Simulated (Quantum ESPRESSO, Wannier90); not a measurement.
**YSi₂ (P6/mmm): Wannier90 run**

```
begin unit_cell_cart
ang
    4.0754900550    0.0000000000    0.0000000000
   -2.0377450275    3.5294779205    0.0000000000
    0.0000000000    0.0000000000    3.9901300000
end unit_cell_cart
begin atoms_frac
Y    0.0000000000  0.0000000000  0.0000000000
Si   0.3333333333 -0.3333333333  0.5000000000
Si  -0.3333333333  0.3333333333  0.5000000000
end atoms_frac
```

Materials Project entry mp-2568; symmetrised, unrelaxed at this level. COD (Crystallography Open Database) has an entry of this formula and space group (matched by these alone). Method: PBEsol plane waves in Quantum ESPRESSO 7.5 (PseudoDojo norm-conserving files, 58 Ry, no spin polarisation, no spin-orbit coupling), Bloch states on a 12×12×8 mesh through Γ, Wannier90 4.0.1. Density: 12×12×8 mesh, cold smearing 0.01 Ry.

A tight-binding model is made by disentanglement and projection with no localisation steps (num_iter = 0), so the 17 orbitals stay atom-like: hydrogen-like Y: s;p;d; Si: s;p, axes along x, y, z; frozen window up to 1.50 eV relative to the Fermi level. It follows pw.x to 5.0 meV rms for states up to 1.0 eV relative to the Fermi level. Matrix elements depend on this choice of orbitals and windows.

The 20 largest hoppings ⟨m,0|H|n,R⟩ between different sites (one of each Hermitian pair; signs follow the real orbitals' lobes; the list may end inside a set of equal values):

| m | n | R | distance of the centres (Å) | t (eV) |
|---|---|---|---|---|
| Si2 py | Si3 py | 1 0 0 | 2.52 | 3.200 |
| Si2 s | Si3 py | 1 0 0 | 2.44 | 2.618 |
| Si2 py | Si3 s | 1 0 0 | 2.44 | -2.618 |
| Si3 s | Si2 px | 0 1 0 | 2.40 | 2.267 |
| Si3 px | Si2 s | 0 1 0 | 2.40 | -2.267 |
| Si2 s | Si3 px | 1 -1 0 | 2.40 | 2.267 |
| Si2 px | Si3 s | 1 -1 0 | 2.40 | -2.267 |
| Si2 px | Si3 px | 1 -1 0 | 2.44 | 2.116 |
| Si3 px | Si2 px | 0 1 0 | 2.44 | 2.116 |
| Si3 px | Si2 py | 0 1 0 | 2.35 | 1.877 |
| Si3 py | Si2 px | 0 1 0 | 2.35 | 1.877 |
| Si2 px | Si3 py | 1 -1 0 | 2.35 | -1.877 |
| Si2 py | Si3 px | 1 -1 0 | 2.35 | -1.877 |
| Si3 s | Si2 s | 0 1 0 | 2.35 | -1.601 |
| Si2 s | Si3 s | 1 0 0 | 2.35 | -1.601 |
| Si2 s | Si3 s | 1 -1 0 | 2.35 | -1.601 |
| Si3 py | Si2 s | 0 1 0 | 2.31 | -1.309 |
| Si3 s | Si2 py | 0 1 0 | 2.31 | 1.309 |
| Si2 s | Si3 py | 1 -1 0 | 2.31 | -1.309 |
| Si2 py | Si3 s | 1 -1 0 | 2.31 | 1.309 |
